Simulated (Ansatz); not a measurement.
**Computed properties of Al2BN3 (ordering on zincblende)**

All numbers come from Ansatz 0.2.0. The calculation is spin-unpolarised, and the structure need not be a phase that has been made.

The cell is Al2BN3, ordered on the zincblende lattice (I-4m2) with 6 atoms a cell; cell and atoms were relaxed with r2SCAN. B is surrounded by 4 N at 1.68 Å; N is surrounded by 2 B at 1.68 Å and 2 Al at 1.85 Å; Al is surrounded by 4 N at 1.85 Å; N is surrounded by 4 Al at 1.85 Å.

Space group I-4m2 (No. 119). a = 2.893 Å, b = 2.893 Å, c = 12.663 Å, α = 90.00°, β = 90.00°, γ = 90.00°
```json
{"atom": "B", "site": "2a", "symmetry": "-4m2", "x": "0.0000", "y": "0.0000", "z": "0.0000"}
{"atom": "N", "site": "4f", "symmetry": "2mm.", "x": "0.5000", "y": "0.0000", "z": "0.4324"}
{"atom": "Al", "site": "4e", "symmetry": "2mm.", "x": "0.0000", "y": "0.0000", "z": "0.3410"}
{"atom": "N", "site": "2c", "symmetry": "-4m2", "x": "0.0000", "y": "0.5000", "z": "0.2500"}
```

Relaxed lattice by functional, symmetry kept:
```tsv
functional	k mesh	a (Å)	c (Å)	volume (Å³/atom)
PBE	12×12×12	2.908	12.761	8.99
r2SCAN	12×12×12	2.893	12.663	8.83
```

Gaps on the r2SCAN cell, each the least over its mesh and the special points:
```
 level    k mesh  gap (eV)      kind                        edges  least direct gap (eV)       rough cost
   PBE  12×12×12      3.02  indirect                        Γ → X                   3.28  24 core-seconds
r2SCAN  12×12×12      3.60  indirect                        Γ → M                   3.85  50 core-seconds
 HSE06     8×8×8      4.27  indirect  (-0.005, 0.003, -0.003) → X                   4.59  13 core-minutes
  PBE0     8×8×8      5.01  indirect  (-0.005, 0.003, -0.003) → X                   5.34  13 core-minutes
```
PBE: smearing of 0.02 eV; the others have fixed occupations.
Wave cutoffs: 420 eV, 500 eV (r2SCAN).
Points off the special ones are mesh points or PBE's searched band edges, reused at the other levels.
Costs come from shared machines and give only the order; PBE's includes the band path. The runs had 4 threads of Arm Neoverse V1, with other jobs on the host.

HSE06 gives an indirect gap of 4.27 eV, from k = (-0.005, 0.003, -0.003) to X; the least direct gap is 4.59 eV at M. With r2SCAN, at Γ the top three valence levels group as 2+1 from the top, spread over 278 meV.

r2SCAN covers 47 % of the step from PBE to HSE06, while HSE06 needs about 16 times r2SCAN's rough cost (on a coarser mesh). All these functionals give a gap of the same kind, indirect.

Coordinates of k points refer to the reciprocal vectors of the primitive cell of the runs.

The splittings at Γ are without spin-orbit coupling, which regroups them where it is of like size.
